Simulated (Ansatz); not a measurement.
Relaxed-ion elastic tensor of YPb3 (Cu3Au type, Pm-3m) in GPa (Voigt order), the program Ansatz at the PBEsol level (PAW); density 10.62 g/cm³, 27.78 Å³ per atom.

```tsv
	1	2	3	4	5	6
1	62.8	53.2	53.2	0.0	0.0	0.0
2	53.2	62.8	53.2	0.0	0.0	0.0
3	53.2	53.2	62.8	0.0	0.0	0.0
4	0.0	0.0	0.0	23.1	0.0	0.0
5	0.0	0.0	0.0	0.0	23.1	0.0
6	0.0	0.0	0.0	0.0	0.0	23.1
```

Q: Is the crystal mechanically stable?

A: Yes: the smallest eigenvalue of C is 9.6 GPa.

Q: Work out the Voigt, Reuss and Hill averages.

A: K_V = 56.4, K_R = 56.4, K_H = 56.4; G_V = 15.8, G_R = 9.1, G_H = 12.5 GPa.

Q: Give Young's modulus, Poisson's ratio, Pugh's ratio and the universal anisotropy index.

A: E = 9KG/(3K + G) = 34.8 GPa; ν = 0.40; K/G = 4.53 (ductile by the Pugh limit of 1.75); A_U = 5G_V/G_R + K_V/K_R − 6 = 3.63.

Q: Estimate the sound speeds and the Debye temperature.

A: v_l = √((K + 4G/3)/ρ) = 2620 m/s, v_t = √(G/ρ) = 1080 m/s, mean 1230 m/s; Θ = (h/k)(3n/4πV)^(1/3) v_m = 121 K.

Q: Give the Zener ratio and Young's modulus along [100], [110] and [111].

A: A = 2C44/(C11 − C12) = 4.82; 1/E = S11 − 2(S11 − S12 − S44/2)Γ with Γ = 0, 1/4, 1/3 gives 14.0, 33.1, 61.0 GPa.

The workflow started from an entry of the Crystallography Open Database (COD). Its standing as an ambient phase is unchecked. The PBEsol relaxation kept the symmetry of its start; of distortions, only those at the zone centre were tested. No spin polarisation was allowed. As this level gives no gap, shear constants depend on the k-mesh and smearing (Fermi–Dirac, 0.1 eV here). Spin–orbit coupling is left out wherever it is not named.

Potentials: the later of the program's two PAW sets.
